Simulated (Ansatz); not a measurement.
Input:

NiSi2 (fluorite type, space group Fm-3m)

```
CELL_PARAMETERS angstrom
      0.00000     2.72203     2.72203
      2.72203     0.00000     2.72203
      2.72203     2.72203     0.00000
ATOMIC_POSITIONS crystal
  Ni 0.00000 0.00000 0.00000
  Si 0.25000 0.25000 0.25000
  Si 0.75000 0.75000 0.75000
```

In this cell atom 3 (Si, nearest neighbour Ni at 2.357 Å; its periodic images, 3.8 Å or more away, move with it) is moved by s along Cartesian z, unit vector (0.000, 0.000, 1.000); all other atoms and the cell stay fixed.

Method: PBE (plane waves to 420 eV, PAW, scalar-relativistic; Ansatz, an electronic-structure program). k mesh 12×12×12 (Γ-centred), Fermi-Dirac smearing 0.05 eV. Energies are smeared free energies. With partly filled bands, energies and forces of such displacements shift with the k mesh and the smearing. NiSi2 is run without spin polarisation. NiSi2 was relaxed with its symmetry unable to fall. The PAW data are Ansatz's earlier set. ΔE is measured from the undisplaced structure.

The scan covers s from -0.470 to 0.470 Å in 11 points.

Problem. Is this a single well or a double well?

Solution. A single well with its minimum at or next to zero displacement.

Problem. Is the energy the same for equal positive and negative displacements?

Solution. Even: the same for both signs. With its periodic images moving along, the atom's site symmetry in this cell is -43m.

Problem. What force acts on the atom along the line at s = -0.470 Å?

Solution. 4.17 eV/Å.

(For displaced atoms, the force is minus the slope of the energy, and its curvature is a force constant, which sets phonon frequencies.)
